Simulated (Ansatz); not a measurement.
The following input was run with Ansatz 0.2.0.

```yaml
crystal:
  lattice:
    - [4.4496506212, 0.0, 0.0]
    - [0.0, 4.4496506212, 0.0]
    - [0.0, 0.0, 2.8770925173]
  atoms:
    - { symbol: Mn, position: [0.0, 0.0, 0.0], spin: 2.63 }
    - { symbol: Mn, position: [0.5, 0.5, 0.5], spin: 2.63 }
    - { symbol: O, position: [0.3054516535, 0.3054516535, 0.0] }
    - { symbol: O, position: [0.1945483465, 0.8054516535, 0.5] }
    - { symbol: O, position: [0.6945483465, 0.6945483465, 0.0] }
    - { symbol: O, position: [0.8054516535, 0.1945483465, 0.5] }
basis:
  ecutwfc: 420
kpoints:
  mp_grid: { grid: [8, 8, 12] }
hamiltonian:
  xc: pbesol
scf:
  occupations: { method: gaussian, width: 0.1 }
output:
  forces: true
  stress: true
  eigenvalues: true
  populations: true
  write_density: true
  write_potential: true
  elf: true
  volumetric_format: npy
magnetization:
  spin_polarized: true
relax:
  adjacent_minimum: "off"
  f_tol: 0.005
  max_steps: 50
  cell: { stress_tol: 0.05 }
```

Run as
```bash
ansatz run input.yaml --threads 2 --pin off --max-ram 5120MiB --backend cpu --events-out ev --progress --plain --runs-dir out
```

Computed with Ansatz 0.2.0, DFT PBEsol, scalar-relativistic, plane waves, PAW.

Abridged output:

```
Pseudopotentials: kind: paw
Pseudopotential: Mn, paw, valence charge 15, recommended cutoff 420 eV (normal)
Pseudopotential: O, paw, valence charge 6, recommended cutoff 420 eV (normal)
Functional definition: PBEsol
Crystal: 6 atoms, lattice volume = 56.965 Å³
Basis set: ecut = 420 eV, 1121 PW (Γ), exchange–correlation on 60×60×40 points (8 copies of the dense FFT grid, shifted against one another)
Bands: 36, of which v1, the nominal top of the filled ones, is band 27 counted from 1 (26 counted from 0)
Symmetry: 16 space group operations
Space group: P42/mnm (ITA 136), of the structure as read, at distance tolerance 3.8e-5 Å
Magnetic group: BNS 136.495 (UNI 1155), of the structure as read, at distance tolerance 3.8e-5 Å
k-points: 105 of 768
Initial density: superposition of atomic densities (chi_scale 0.1, normalization cell, long waves kept (reshape's long-wave potential 0.00 eV rms))
Starting moments: Σ|m| = 5.26 μB on 2 of 6 sites
Initial wavefunctions: pseudopotential atomic-orbital guess
Functional: x = pbesol(κ = 0.804, μ = 0.12345679), c = pbesol(β = 0.046)
SCF iter   1: F=—  HF=-9980.251532 eV  |F-HF|=—  |Δ(HF+E_count)|=         —  Δρ=7.58e-2 (↑7.58e-2 ↓3.24e-2) dr2=2.85e0  dr2_m=8.68e-1  M=5.661 μB ∫|m|=5.828 μB  β_m=0.30  ethr=3.10e-3  ⟨swp⟩=5.6  Hψ=25966  notcnv=0
Mixer restart at iter 1: flushing history
spin=Collinear: Kerker preconditioning applied to the charge; magnetization (m = ρ↑ − ρ↓) channel mixes plain (no charge-response kernel on spin).
SCF iter   2: F=—  HF=-9980.635676 eV  |F-HF|=—  |Δ(HF+E_count)|=   3.84e-1  Δρ=5.04e-2 (↑5.04e-2 ↓2.47e-2) dr2=1.03e0  dr2_m=4.90e-1  M=5.789 μB ∫|m|=5.933 μB  β_m=0.56  ethr=3.10e-3  ⟨swp⟩=2.3  Hψ=11614  notcnv=0  defer=368
SCF iter   3: F=—  HF=-9980.850325 eV  |F-HF|=—  |Δ(HF+E_count)|=   2.15e-1  Δρ=1.65e-2 (↑1.65e-2 ↓1.10e-2) dr2=3.68e-1  dr2_m=3.47e-2  M=5.951 μB ∫|m|=6.096 μB  β_m=0.58  ethr=1.91e-3  ⟨swp⟩=2.7  Hψ=13400  notcnv=0  defer=366
SCF iter   4: F=—  HF=-9980.843565 eV  |F-HF|=—  |Δ(HF+E_count)|=   6.76e-3  Δρ=5.76e-3 (↑5.76e-3 ↓3.74e-3) dr2=4.02e-2  dr2_m=1.87e-3  M=5.989 μB ∫|m|=6.133 μB  β_m=0.79  ethr=6.82e-4  ⟨swp⟩=2.6  Hψ=13832  notcnv=0  defer=375
SCF iter   5: F=—  HF=-9980.854614 eV  |F-HF|=—  |Δ(HF+E_count)|=         —  Δρ=2.67e-3 (↑1.56e-3 ↓2.67e-3) dr2=5.08e-3  dr2_m=1.28e-3  M=5.995 μB ∫|m|=6.146 μB  β_m=0.79  ethr=7.44e-5  ⟨swp⟩=2.7  Hψ=13590  notcnv=0  defer=375
Mixer restart at iter 5: flushing history
SCF iter   6: F=—  HF=-9980.856097 eV  |F-HF|=—  |Δ(HF+E_count)|=   1.48e-3  Δρ=1.07e-3 (↑1.07e-3 ↓1.00e-3) dr2=1.51e-3  dr2_m=2.87e-4  M=5.996 μB ∫|m|=6.150 μB  β_m=0.90  ethr=9.40e-6  ⟨swp⟩=2.8  Hψ=14143  notcnv=0  defer=375
SCF iter   7: F=—  HF=-9980.856746 eV  |F-HF|=—  |Δ(HF+E_count)|=   6.49e-4  Δρ=7.23e-4 (↑7.23e-4 ↓5.63e-4) dr2=6.87e-4  dr2_m=1.00e-5  M=5.996 μB ∫|m|=6.151 μB  β_m=0.76  ethr=2.80e-6  ⟨swp⟩=2.1  Hψ=12295  notcnv=0  defer=375
SCF iter   8: F=—  HF=-9980.856674 eV  |F-HF|=—  |Δ(HF+E_count)|=   7.18e-5  Δρ=1.94e-4 (↑1.65e-4 ↓1.94e-4) dr2=8.67e-5  dr2_m=2.71e-6  M=5.996 μB ∫|m|=6.152 μB  β_m=0.88  ethr=1.27e-6  ⟨swp⟩=2.0  Hψ=12736  notcnv=0  defer=375
SCF iter   9: F=—  HF=-9980.856743 eV  |F-HF|=—  |Δ(HF+E_count)|=   6.89e-5  Δρ=6.95e-5 (↑5.62e-5 ↓6.95e-5) dr2=1.29e-5  dr2_m=1.53e-7  M=5.996 μB ∫|m|=6.152 μB  β_m=0.94  ethr=1.60e-7  ⟨swp⟩=2.1  Hψ=10404  notcnv=0  defer=375
SCF iter  10: F=—  HF=-9980.856743 eV  |F-HF|=—  |Δ(HF+E_count)|=   6.13e-8  Δρ=5.68e-5 (↑5.68e-5 ↓4.79e-5) dr2=4.18e-6  dr2_m=4.56e-8  M=5.996 μB ∫|m|=6.152 μB  β_m=0.97  ethr=2.39e-8  ⟨swp⟩=2.1  Hψ=11155  notcnv=0  defer=375
SCF iter  11: F=—  HF=-9980.856744 eV  |F-HF|=—  |Δ(HF+E_count)|=   9.63e-7  Δρ=2.74e-5 (↑2.54e-5 ↓2.74e-5) dr2=1.26e-6  dr2_m=7.39e-9  M=5.996 μB ∫|m|=6.152 μB  β_m=0.98  ethr=7.73e-9  ⟨swp⟩=1.6  Hψ=8808  notcnv=0  defer=375
SCF iter  12: F=—  HF=-9980.856744 eV  |F-HF|=—  |Δ(HF+E_count)|=   3.46e-8  Δρ=2.44e-6 (↑2.44e-6 ↓2.14e-6) dr2=1.13e-8  dr2_m=1.66e-10  M=5.996 μB ∫|m|=6.152 μB  β_m=0.99  ethr=2.34e-9  ⟨swp⟩=2.4  Hψ=12249  notcnv=0  defer=375
SCF iter  13: F=-9980.856744 eV  HF=-9980.856744 eV  |F-HF|=3.89e-10  |Δ(HF+E_count)|=   4.71e-9  Δρ=7.10e-7 (↑5.81e-7 ↓7.10e-7) dr2=8.13e-10  dr2_m=1.66e-11  M=5.996 μB ∫|m|=6.152 μB  ethr=2.09e-11  ⟨swp⟩=10.3  Hψ=45279  notcnv=0
SCF 1 converged in 13 iterations: F = -9980.856744 eV  dr2 = 8.13e-10
relax step   1: F+E_penalty+E_count = -9980.85674408 eV  Δ(F+E_penalty+E_count) = +0.000e0 eV  max|allowed force component| = 5.528e-2 eV/Å  Δτ_max = 0.0000 Å  P = -8.557 GPa  Ω = 56.965 Å³  (13 SCF iters, dr2 threshold 1.00e-7 eV, accepted)
Crystal: 6 atoms, lattice volume = 55.848 Å³
Basis set: ecut = 420 eV, 1089 PW (Γ), exchange–correlation on 60×60×40 points (8 copies of the dense FFT grid, shifted against one another)
Initial density: handed on by an earlier stage of this run
Starting moments: Σ|m| = 5.26 μB on 2 of 6 sites; this step starts from the density that it was given
Initial wavefunctions: those handed on with the density
SCF iter   1: F=—  HF=-9980.892597 eV  |F-HF|=—  |Δ(HF+E_count)|=         —  Δρ=3.43e-3 (↑3.43e-3 ↓2.40e-3) dr2=1.40e-2  dr2_m=3.69e-4  M=5.990 μB ∫|m|=6.129 μB  β_m=0.65  ethr=2.61e-5  ⟨swp⟩=1.0  Hψ=31912  notcnv=0
SCF iter   2: F=—  HF=-9980.901361 eV  |F-HF|=—  |Δ(HF+E_count)|=   8.76e-3  Δρ=3.04e-3 (↑3.04e-3 ↓2.30e-3) dr2=1.17e-2  dr2_m=1.72e-4  M=5.991 μB ∫|m|=6.135 μB  β_m=0.33  ethr=2.60e-5  ⟨swp⟩=2.1  Hψ=14794  notcnv=0
SCF iter   3: F=—  HF=-9980.900246 eV  |F-HF|=—  |Δ(HF+E_count)|=   1.11e-3  Δρ=5.26e-4 (↑5.26e-4 ↓4.30e-4) dr2=1.53e-4  dr2_m=6.19e-5  M=5.990 μB ∫|m|=6.131 μB  β_m=0.58  ethr=2.16e-5  ⟨swp⟩=2.1  Hψ=12548  notcnv=0
SCF iter   4: F=—  HF=-9980.904968 eV  |F-HF|=—  |Δ(HF+E_count)|=   4.72e-3  Δρ=7.11e-4 (↑1.16e-4 ↓7.11e-4) dr2=3.36e-4  dr2_m=6.46e-5  M=5.989 μB ∫|m|=6.127 μB  β_m=0.58  ethr=2.83e-7  ⟨swp⟩=2.0  Hψ=13099  notcnv=0
SCF iter   5: F=—  HF=-9980.906598 eV  |F-HF|=—  |Δ(HF+E_count)|=   1.63e-3  Δρ=4.41e-4 (↑4.41e-4 ↓2.89e-4) dr2=1.64e-5  dr2_m=6.18e-5  M=5.987 μB ∫|m|=6.121 μB  β_m=0.64  ethr=2.83e-7  ⟨swp⟩=2.5  Hψ=13777  notcnv=0  defer=13
SCF iter   6: F=—  HF=-9980.906675 eV  |F-HF|=—  |Δ(HF+E_count)|=   7.64e-5  Δρ=1.87e-4 (↑1.87e-4 ↓1.32e-4) dr2=5.17e-5  dr2_m=5.52e-7  M=5.985 μB ∫|m|=6.116 μB  β_m=0.78  ethr=3.03e-8  ⟨swp⟩=2.7  Hψ=15447  notcnv=0  defer=29
SCF iter   7: F=—  HF=-9980.906729 eV  |F-HF|=—  |Δ(HF+E_count)|=   5.42e-5  Δρ=1.90e-5 (↑1.82e-5 ↓1.90e-5) dr2=7.13e-7  dr2_m=1.16e-8  M=5.986 μB ∫|m|=6.118 μB  β_m=0.87  ethr=3.03e-8  ⟨swp⟩=2.0  Hψ=13325  notcnv=0  defer=22
SCF iter   8: F=—  HF=-9980.906731 eV  |F-HF|=—  |Δ(HF+E_count)|=   1.96e-6  Δρ=5.20e-6 (↑2.93e-6 ↓5.20e-6) dr2=3.12e-8  dr2_m=1.77e-9  M=5.986 μB ∫|m|=6.118 μB  β_m=0.94  ethr=1.32e-9  ⟨swp⟩=2.0  Hψ=13274  notcnv=0  defer=21
SCF iter   9: F=-9980.906731 eV  HF=-9980.906731 eV  |F-HF|=3.23e-9  |Δ(HF+E_count)|=   5.66e-8  Δρ=1.83e-6 (↑7.74e-7 ↓1.83e-6) dr2=3.58e-9  dr2_m=1.71e-10  M=5.986 μB ∫|m|=6.118 μB  ethr=5.78e-11  ⟨swp⟩=6.9  Hψ=44242  notcnv=0
SCF 2 converged in 9 iterations: F = -9980.906731 eV  dr2 = 3.58e-9
   ...
SCF iter   3: F=—  HF=-9980.922907 eV  |F-HF|=—  |Δ(HF+E_count)|=   2.21e-7  Δρ=6.47e-6 (↑6.47e-6 ↓5.26e-6) dr2=1.24e-8  dr2_m=1.10e-8  M=5.972 μB ∫|m|=6.085 μB  β_m=0.67  ethr=2.30e-10  ⟨swp⟩=2.0  Hψ=11513  notcnv=0
SCF iter   4: F=—  HF=-9980.922907 eV  |F-HF|=—  |Δ(HF+E_count)|=   1.23e-8  Δρ=3.09e-6 (↑3.09e-6 ↓2.15e-6) dr2=8.53e-9  dr2_m=6.55e-10  M=5.972 μB ∫|m|=6.085 μB  β_m=0.57  ethr=2.29e-11  ⟨swp⟩=2.0  Hψ=13275  notcnv=0
SCF iter   5: F=—  HF=-9980.922907 eV  |F-HF|=—  |Δ(HF+E_count)|=   2.10e-9  Δρ=7.63e-7 (↑7.63e-7 ↓6.09e-7) dr2=1.21e-10  dr2_m=1.29e-10  M=5.972 μB ∫|m|=6.085 μB  β_m=0.63  ethr=1.58e-11  ⟨swp⟩=2.0  Hψ=12777  notcnv=0
SCF iter   6: F=-9980.922907 eV  HF=-9980.922907 eV  |F-HF|=6.18e-11  |Δ(HF+E_count)|=  1.29e-10  Δρ=2.55e-7 (↑2.49e-7 ↓2.55e-7) dr2=7.72e-11  dr2_m=9.56e-12  M=5.972 μB ∫|m|=6.085 μB  ethr=1.00e-12  ⟨swp⟩=4.0  Hψ=34453  notcnv=0
SCF 5 converged in 6 iterations: F = -9980.922907 eV  dr2 = 7.72e-11
relax step   5: F+E_penalty+E_count = -9980.92290701 eV  Δ(F+E_penalty+E_count) = +5.823e-6 eV  max|allowed force component| = 1.600e-4 eV/Å  Δτ_max = 0.0007 Å  P = +0.000 GPa  Ω = 54.972 Å³  energy of the carried Pulay correction = +1.185e-2 eV  (6 SCF iters, dr2 threshold 7.82e-9 eV, accepted)
Initial wavefunctions: pseudopotential atomic-orbital guess (no wavefunctions were taken with the density)
SCF iter   1: F=—  HF=-9980.913138 eV  |F-HF|=—  |Δ(HF+E_count)|=         —  Δρ=2.10e-4 (↑1.93e-4 ↓2.10e-4) dr2=2.83e-5  dr2_m=8.25e-7  M=5.971 μB ∫|m|=6.085 μB  β_m=0.65  ethr=1.04e-7  ⟨swp⟩=3.1  Hψ=46617  notcnv=0
SCF iter   2: F=—  HF=-9980.913138 eV  |F-HF|=—  |Δ(HF+E_count)|=   3.85e-9  Δρ=1.67e-4 (↑1.67e-4 ↓1.00e-4) dr2=2.63e-5  dr2_m=1.02e-6  M=5.971 μB ∫|m|=6.085 μB  β_m=0.36  ethr=5.24e-8  ⟨swp⟩=2.7  Hψ=13378  notcnv=0
SCF iter   3: F=—  HF=-9980.913148 eV  |F-HF|=—  |Δ(HF+E_count)|=   9.65e-6  Δρ=6.72e-5 (↑6.72e-5 ↓5.76e-5) dr2=1.35e-6  dr2_m=1.99e-7  M=5.971 μB ∫|m|=6.085 μB  β_m=0.60  ethr=4.86e-8  ⟨swp⟩=2.0  Hψ=10796  notcnv=0
SCF iter   4: F=—  HF=-9980.913165 eV  |F-HF|=—  |Δ(HF+E_count)|=   1.67e-5  Δρ=2.42e-5 (↑1.40e-5 ↓2.42e-5) dr2=6.44e-7  dr2_m=2.30e-8  M=5.971 μB ∫|m|=6.085 μB  β_m=0.63  ethr=2.50e-9  ⟨swp⟩=2.0  Hψ=11145  notcnv=0
SCF iter   5: F=—  HF=-9980.913166 eV  |F-HF|=—  |Δ(HF+E_count)|=   9.96e-7  Δρ=1.68e-5 (↑6.53e-6 ↓1.68e-5) dr2=1.39e-7  dr2_m=4.85e-8  M=5.971 μB ∫|m|=6.085 μB  β_m=0.82  ethr=1.19e-9  ⟨swp⟩=2.4  Hψ=12232  notcnv=0
SCF iter   6: F=—  HF=-9980.913166 eV  |F-HF|=—  |Δ(HF+E_count)|=   8.32e-7  Δρ=6.37e-6 (↑6.37e-6 ↓3.35e-6) dr2=3.56e-8  dr2_m=1.99e-9  M=5.972 μB ∫|m|=6.085 μB  β_m=0.88  ethr=2.58e-10  ⟨swp⟩=2.5  Hψ=14084  notcnv=0
SCF iter   7: F=—  HF=-9980.913166 eV  |F-HF|=—  |Δ(HF+E_count)|=   3.51e-9  Δρ=1.43e-6 (↑1.43e-6 ↓1.24e-6) dr2=3.32e-9  dr2_m=6.12e-11  M=5.972 μB ∫|m|=6.085 μB  β_m=0.91  ethr=6.59e-11  ⟨swp⟩=2.1  Hψ=12451  notcnv=0
SCF iter   8: F=—  HF=-9980.913166 eV  |F-HF|=—  |Δ(HF+E_count)|=   2.53e-9  Δρ=1.60e-7 (↑1.60e-7 ↓1.07e-7) dr2=2.55e-11  dr2_m=2.59e-12  M=5.972 μB ∫|m|=6.085 μB  β_m=0.94  ethr=6.14e-12  ⟨swp⟩=2.1  Hψ=12991  notcnv=0
SCF iter   9: F=-9980.913166 eV  HF=-9980.913166 eV  |F-HF|=1.09e-11  |Δ(HF+E_count)|=  2.18e-11  Δρ=1.18e-7 (↑4.91e-8 ↓1.18e-7) dr2=1.43e-11  dr2_m=7.03e-13  M=5.972 μB ∫|m|=6.085 μB  ethr=1.00e-12  ⟨swp⟩=4.2  Hψ=32687  notcnv=0
SCF 6 converged in 9 iterations: F = -9980.913166 eV  dr2 = 1.43e-11
Crystal: 6 atoms, lattice volume = 54.903 Å³
SCF iter   1: F=—  HF=-9980.913591 eV  |F-HF|=—  |Δ(HF+E_count)|=         —  Δρ=2.20e-4 (↑2.20e-4 ↓1.73e-4) dr2=6.31e-5  dr2_m=1.37e-6  M=5.971 μB ∫|m|=6.084 μB  β_m=0.65  ethr=1.17e-7  ⟨swp⟩=2.2  Hψ=28816  notcnv=0
SCF iter   2: F=—  HF=-9980.913627 eV  |F-HF|=—  |Δ(HF+E_count)|=   3.61e-5  Δρ=2.07e-4 (↑2.07e-4 ↓1.55e-4) dr2=5.28e-5  dr2_m=7.32e-7  M=5.971 μB ∫|m|=6.084 μB  β_m=0.32  ethr=1.17e-7  ⟨swp⟩=2.0  Hψ=12948  notcnv=0
SCF iter   3: F=—  HF=-9980.913622 eV  |F-HF|=—  |Δ(HF+E_count)|=   4.71e-6  Δρ=3.46e-5 (↑3.46e-5 ↓2.57e-5) dr2=6.12e-7  dr2_m=2.18e-7  M=5.971 μB ∫|m|=6.084 μB  β_m=0.56  ethr=9.77e-8  ⟨swp⟩=2.0  Hψ=10915  notcnv=0
SCF iter   4: F=—  HF=-9980.913643 eV  |F-HF|=—  |Δ(HF+E_count)|=   2.10e-5  Δρ=5.37e-5 (↑8.35e-6 ↓5.37e-5) dr2=1.84e-6  dr2_m=3.58e-7  M=5.971 μB ∫|m|=6.083 μB  β_m=0.56  ethr=1.13e-9  ⟨swp⟩=2.0  Hψ=12864  notcnv=0
SCF iter   5: F=—  HF=-9980.913649 eV  |F-HF|=—  |Δ(HF+E_count)|=   6.42e-6  Δρ=3.15e-5 (↑2.34e-5 ↓3.15e-5) dr2=1.56e-7  dr2_m=3.56e-7  M=5.971 μB ∫|m|=6.083 μB  β_m=0.56  ethr=1.13e-9  ⟨swp⟩=2.0  Hψ=13291  notcnv=0
SCF iter   6: F=—  HF=-9980.913652 eV  |F-HF|=—  |Δ(HF+E_count)|=   3.03e-6  Δρ=1.73e-5 (↑1.52e-5 ↓1.73e-5) dr2=4.67e-7  dr2_m=5.73e-9  M=5.970 μB ∫|m|=6.083 μB  β_m=0.71  ethr=2.89e-10  ⟨swp⟩=2.8  Hψ=15718  notcnv=0
SCF iter   7: F=—  HF=-9980.913652 eV  |F-HF|=—  |Δ(HF+E_count)|=   1.15e-8  Δρ=5.65e-6 (↑3.97e-6 ↓5.65e-6) dr2=4.19e-8  dr2_m=8.31e-10  M=5.970 μB ∫|m|=6.083 μB  β_m=0.86  ethr=2.89e-10  ⟨swp⟩=2.5  Hψ=12868  notcnv=0
SCF iter   8: F=-9980.913652 eV  HF=-9980.913652 eV  |F-HF|=1.38e-10  |Δ(HF+E_count)|=  2.51e-10  Δρ=4.19e-7 (↑4.19e-7 ↓3.21e-7) dr2=1.65e-10  dr2_m=6.53e-12  M=5.970 μB ∫|m|=6.083 μB  ethr=7.76e-11  ⟨swp⟩=5.1  Hψ=41494  notcnv=0
SCF 7 converged in 8 iterations: F = -9980.913652 eV  dr2 = 1.65e-10
relax step   7: F+E_penalty+E_count = -9980.91365238 eV  Δ(F+E_penalty+E_count) = -4.860e-4 eV  max|allowed force component| = 4.623e-5 eV/Å  Δτ_max = 0.0002 Å  P = -0.002 GPa  Ω = 54.903 Å³  energy of the carried Pulay correction = +4.161e-4 eV  (8 SCF iters, dr2 threshold 3.30e-7 eV, accepted)
SCF iter   1: F=—  HF=-9980.913233 eV  |F-HF|=—  |Δ(HF+E_count)|=         —  Δρ=8.94e-6 (↑7.75e-6 ↓8.94e-6) dr2=5.11e-8  dr2_m=1.77e-9  M=5.970 μB ∫|m|=6.083 μB  β_m=0.65  ethr=1.04e-7  ⟨swp⟩=3.1  Hψ=46553  notcnv=0
SCF iter   2: F=—  HF=-9980.913233 eV  |F-HF|=—  |Δ(HF+E_count)|=   6.03e-7  Δρ=6.69e-6 (↑6.69e-6 ↓4.37e-6) dr2=4.52e-8  dr2_m=1.32e-9  M=5.970 μB ∫|m|=6.083 μB  β_m=0.36  ethr=9.47e-11  ⟨swp⟩=2.6  Hψ=13612  notcnv=0
SCF iter   3: F=—  HF=-9980.913233 eV  |F-HF|=—  |Δ(HF+E_count)|=   1.91e-8  Δρ=2.65e-6 (↑2.65e-6 ↓2.33e-6) dr2=2.47e-9  dr2_m=2.18e-10  M=5.970 μB ∫|m|=6.083 μB  β_m=0.60  ethr=8.38e-11  ⟨swp⟩=2.0  Hψ=10841  notcnv=0
SCF iter   4: F=—  HF=-9980.913233 eV  |F-HF|=—  |Δ(HF+E_count)|=   2.84e-8  Δρ=1.04e-6 (↑7.31e-7 ↓1.04e-6) dr2=1.32e-9  dr2_m=2.68e-11  M=5.970 μB ∫|m|=6.083 μB  β_m=0.59  ethr=4.58e-12  ⟨swp⟩=2.0  Hψ=11337  notcnv=0
SCF iter   5: F=—  HF=-9980.913233 eV  |F-HF|=—  |Δ(HF+E_count)|=   1.81e-9  Δρ=7.08e-7 (↑2.99e-7 ↓7.08e-7) dr2=2.51e-10  dr2_m=8.50e-11  M=5.970 μB ∫|m|=6.083 μB  β_m=0.79  ethr=2.44e-12  ⟨swp⟩=2.3  Hψ=12233  notcnv=0
SCF iter   6: F=—  HF=-9980.913233 eV  |F-HF|=—  |Δ(HF+E_count)|=   1.82e-9  Δρ=3.59e-7 (↑3.59e-7 ↓2.90e-7) dr2=5.20e-11  dr2_m=2.96e-11  M=5.970 μB ∫|m|=6.083 μB  β_m=0.90  ethr=1.00e-12  ⟨swp⟩=2.0  Hψ=13277  notcnv=0
SCF iter   7: F=—  HF=-9980.913233 eV  |F-HF|=—  |Δ(HF+E_count)|=  1.09e-11  Δρ=1.50e-7 (↑1.50e-7 ↓1.05e-7) dr2=2.46e-11  dr2_m=8.89e-13  M=5.970 μB ∫|m|=6.083 μB  β_m=0.95  ethr=1.00e-12  ⟨swp⟩=1.6  Hψ=9351  notcnv=0
SCF iter   8: F=-9980.913233 eV  HF=-9980.913233 eV  |F-HF|=5.46e-12  |Δ(HF+E_count)|=  1.46e-11  Δρ=4.92e-8 (↑2.64e-8 ↓4.92e-8) dr2=2.99e-12  dr2_m=1.06e-13  M=5.970 μB ∫|m|=6.083 μB  ethr=1.00e-12  ⟨swp⟩=4.1  Hψ=30818  notcnv=0
SCF 8 converged in 8 iterations: F = -9980.913233 eV  dr2 = 2.99e-12
WARN: an SCF from antiferromagnetic starting moments (-2.65, 2.65, 0.00, 0.00, 0.00, 0.00 Bohr magnetons, atom by atom) was not made, by what the run has read of turns of its moments that order reads lower: the deck asks for what bars it, or types moments that do (magnetization.spin_polarized, in the input reference, names some of the keys), or the run goes by scf.lower_state_search: light, the default, which as a rule tries one only behind a close that has lost an order of both signs, or on which an open d or half-filled 4f shell of a PAW file has lost a moment that was set nearer to Hund's than to what is left; or, under a Hubbard U, one that names an f shell that the input leaves bare bes ...
SCF converged after 8 iterations
Magnetization: 5.9703 μB (29.9852 up, 24.0148 down)
Absolute magnetization: 6.0978 μB (∫|ρ↑−ρ↓|, with the PAW one-centre terms)
Spin contamination: 0.0533 ħ² per cell (⟨S²⟩ above its minimum at these occupations)
Per-site moments (μB) at R_I (Å): [(2.33987517, 0.77077283), (2.33987517, 0.77077283), (0.10955792, 0.77077283), (0.10955792, 0.77077283), (0.10955792, 0.77077283), (0.10955792, 0.77077283)]
Free energy (F): -9980.913233 eV
Harris-Foulkes:  -9980.913233 eV  (|F-HF|=5.46e-12)
Internal energy: -9980.909865 eV  (E = F + TS)
E sigma→0 (E₀):  -9980.911549 eV
Entropy (-TS):   -0.003369 eV (-0.561 meV/atom)
Fermi energy:    11.133451 eV
--- Per-component energies (eV) ---
  E_band       = -576.221709
  E_kinetic    = 1299.060438
  E_local      = -5438.073182  (includes V_loc(G=0)·N_el)
  E_nonlocal   = 669.342734
  E_hartree    = 2136.028378
  E_xc         = -516.087487
  E_vxc        = -662.868943  (∫ρ·V_xc dr)
  E_paw        = -3138.295369  (= ΣΔE_a)
  E_vpaw       = -715.749300  (= ΣTr[D̂ρ^β])
  E_aug_tail   = 0.009878  (compensation charges beyond the density's cutoff)
  E_ewald      = -4993.375707
  E_core_change = 0.480452  (= ΣΔE_core)
  E_smearing   = -0.003369  (= −TS)
--- Forces (eV/Å), atoms counted from 1 ---
  atom   1  Mn     0.00000000     0.00000000     0.00000000
  atom   2  Mn     0.00000000     0.00000000     0.00000000
  atom   3  O     -0.00004253    -0.00004253     0.00000000
  atom   4  O      0.00004253    -0.00004253     0.00000000
  atom   5  O      0.00004253     0.00004253     0.00000000
  atom   6  O     -0.00004253     0.00004253     0.00000000
--- Stress (GPa, compression-positive) ---
       -0.009176       0.000000       0.000000
        0.000000      -0.009176       0.000000
        0.000000       0.000000      -0.011925
  P = ⅓ Tr σ = -0.0101 GPa (-0.101 kbar)
--- Band table (eV; the first three rows and the last of 210) ---
  k-point 0 ↑: bands = ["-70.6051", "-70.6021", "-39.4791", "-39.4703", "-39.4115", "-39.4115", "-39.3382", "-39.3382", "-9.1344", "-7.2199", "-6.7900", "-6.7900", "2.7493", "3.4319", "4.0799", "4.9990", "4.9990", "6.7485", "6.7485", "7.4276", "8.2477", "8.3982", "8.5611", "8.5611", "8.6755", "9.2690", "9.7148", "9.7148", "10.3462", "10.9107", "11.0194", "13.8545", "13.8545", "14.5915", "18.5744", "21.8901"]
  k-point 1 ↑: bands = ["-70.6043", "-70.6014", "-39.4875", "-39.4790", "-39.4100", "-39.4100", "-39.3377", "-39.3377", "-9.0614", "-7.1940", "-6.8039", "-6.8039", "2.8491", "3.5027", "4.1628", "4.9241", "4.9241", "6.8920", "6.8920", "7.0783", "7.9867", "8.3508", "8.3508", "8.4177", "8.7551", "9.3242", "9.8939", "9.8939", "10.2460", "10.9849", "11.0656", "13.6977", "13.6977", "14.4833", "18.8142", "22.1921"]
  k-point 2 ↑: bands = ["-70.6023", "-70.5997", "-39.5103", "-39.5027", "-39.4059", "-39.4059", "-39.3364", "-39.3364", "-8.8510", "-7.1304", "-6.8422", "-6.8422", "3.1356", "3.7009", "4.4086", "4.7974", "4.7974", "6.3585", "7.1910", "7.1910", "7.3658", "7.9292", "7.9292", "8.4519", "8.8285", "9.4065", "9.9793", "10.2233", "10.2233", "10.8828", "11.4032", "13.3523", "13.3523", "14.1607", "19.4665", "22.9706"]
  k-point 104 ↓: bands = ["-67.5839", "-67.5839", "-36.6933", "-36.6933", "-36.4603", "-36.4603", "-36.3812", "-36.3812", "-6.9621", "-6.9621", "-6.8848", "-6.8848", "4.3559", "4.3559", "4.7572", "4.7572", "6.0511", "6.0511", "6.8087", "6.8087", "9.0788", "9.0788", "9.4919", "9.4919", "12.1030", "12.1030", "12.2010", "12.2010", "12.5899", "12.5899", "14.3691", "14.3691", "14.4982", "14.4982", "22.6888", "22.6888"]
--- Relaxed structure (6 steps of the walk, 6 accepted, 2 SCFs on fresh bases) ---
  F+E_penalty+E_count = -9980.91323337 eV   max|allowed force component| = 4.253e-5 eV/Å   (the final SCF, on the basis selected at the relaxed cell)
  cell:  # Å, volume = 54.9027 Å³
    - [4.39551491, 0.0, 0.0]
    - [0.0, 4.39551491, 0.0]
    - [0.0, 0.0, 2.84167393]
  atoms:
    - { symbol: Mn, position: [0.0, 0.0, 0.0] }
    - { symbol: Mn, position: [0.5, 0.5, 0.5] }
    - { symbol: O, position: [0.30477870, 0.30477870, 0.0] }
    - { symbol: O, position: [0.19522129, 0.80477870, 0.5] }
    - { symbol: O, position: [0.69522129, 0.69522129, 0.0] }
    - { symbol: O, position: [0.80477870, 0.19522129, 0.5] }
--- Löwdin populations: 6 sites ---
  site symbol q [e]    m [muB]
     0     Mn     13.6588     2.6548
     1     Mn     13.6588     2.6548
     2      O      6.6203     0.1554
     3      O      6.6203     0.1554
     4      O      6.6203     0.1554
     5      O      6.6203     0.1554
  spilling = 0.003728 (of n_electrons = 54.000000)
```

The relaxation met its thresholds.

Time: 100 s on 2 threads of Arm Neoverse V2, with other jobs on the host, peak memory 0.58 GiB.

The state reached may not be the lowest one. The program reads another magnetic order as possibly lower. Moments started parallel, and an antiferromagnetic order may lie lower.